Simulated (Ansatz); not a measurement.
Generalised stacking fault of MgS (rock salt) on the {110} plane. The cell below holds the perfect crystal with the plane normal along z; tilting its third vector by the shift puts one fault into each cell, between planes 1.85 Å apart, at fixed cell height.

```xyz
6
Lattice="3.6980 0.0000 0.0000 0.0000 5.2297 0.0000 1.8490 2.6148 5.5469" Properties=species:S:1:pos:R:3 pbc="T T T"
S      1.5408     2.1790     4.6224
S      1.5408     2.1790     0.9245
S      3.3898     4.7939     2.7735
Mg     1.5408     4.7939     4.6224
Mg     1.5408     4.7939     0.9245
Mg     3.3898     2.1790     2.7735
```

In-plane vectors a = (3.698, 0.000) Å, b = (0.000, 5.230) Å, area 19.34 Å². The shift is s times the vector b (length 5.230 Å), so s = 1 restores the start. Atoms relax along the normal only. γ = [E(shift) − E(0)] / area.

Method: PBE (plane waves to 420 eV, PAW, scalar-relativistic; Ansatz, a program for electronic structure). k mesh 8×8×8 (Γ-centred), Fermi-Dirac smearing 0.05 eV. Energies are extrapolated to zero smearing. As the smearing reaches across the gap at some points, the k mesh leaves noise in γ, roughly 0.02 J/m² as judged from a few cases. Faults lie only 5.5 Å apart, and holding the cell height raises γ above its relaxed value. MgS was relaxed with its symmetry unable to fall. The zero of γ is zero shift. The last digit holds for this mesh only.

```
s      γ (J/m²)
-----  --------
0.000      0.00
0.083      0.22
0.167  withheld
0.250      1.91
0.333      2.76
0.417      3.20
0.500      3.33
0.583      3.20
0.667      2.76
0.750      1.91
0.833  withheld
0.917      0.22
```

Fit a Fourier form (three harmonics of 1 − cos and sin) to the given rows and predict γ at s = 0.833.

Least squares on the 10 given rows: γ = (1.719)·[1 − cos(2πs)] + (0.123)·[1 − cos(4πs)] + (-0.060)·[1 − cos(6πs)], in J/m²; root-mean-square residual 0.008 J/m². At 0.833 the fit gives 0.92 J/m²; the calculation gives 0.91 J/m², so the interpolation is off by 0.01 (+1.1 %). 

(The slope of γ gives the shear force per area between the displaced halves; near zero shift its curvature is an elastic stiffness.)
